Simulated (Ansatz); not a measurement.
CdH2O2:
```yaml
crystal:
  lattice:
    - [3.50621, 0.00000, 0.00000]
    - [-1.75310, 3.03646, 0.00000]
    - [0.00000, 0.00000, 4.59857]
  atoms:
    - { symbol: Cd, position: [0.00000, 0.00000, 0.00000] }
    - { symbol: H, position: [0.66667, 0.33333, 0.55014] }
    - { symbol: H, position: [0.33333, 0.66667, 0.44986] }
    - { symbol: O, position: [0.66667, 0.33333, 0.75981] }
    - { symbol: O, position: [0.33333, 0.66667, 0.24019] }
```

Relaxed with r²SCAN+D4. Special points in fractions of this cell's reciprocal vectors: Γ (0.000, 0.000, 0.000); M (0.500, 0.000, 0.000); K (0.333, 0.333, 0.000); A (0.000, 0.000, 0.500); L (0.500, 0.000, 0.500); H (0.333, 0.333, 0.500).

Problem. List the band energies nearest the valence-band maximum at these points for DFT-r²SCAN+D4 in the program Ansatz with PAW potentials.

Solution. In eV from the valence-band maximum; about four levels below and three above (degenerate sets whole), none deeper than 8.9 eV; points with the same levels are listed once.

```csv
k,below,above
Γ,-1.11 -1.11 -0.36 -0.36,2.31 6.87 11.17
M,-3.03 -2.48 -2.28 0.00,7.21 7.33 9.64
K,-3.80 -1.65 -1.65 -1.58,7.70 8.75 8.75
A,-1.36 -1.36 -0.07 -0.07,5.07 5.10 11.91
L,-2.41 -2.07 -1.81 -0.50,6.91 7.68 10.01
H,-3.16 -2.48 -0.93 -0.93,8.05 8.80 9.68 9.68
```

Space group P-3m1. The workflow started from a Materials Project entry (that database holds measured and hypothetical structures alike); the Crystallography Open Database copy checked does not list it. Whether it is the stable phase at ambient conditions was not checked. Symmetry was held in the r²SCAN+D4 relaxation; its stability against distortions is not shown here. Scalar-relativistic: spin–orbit coupling is off unless named, which matters more the heavier the elements.

Potentials: the later of the program's two PAW sets.
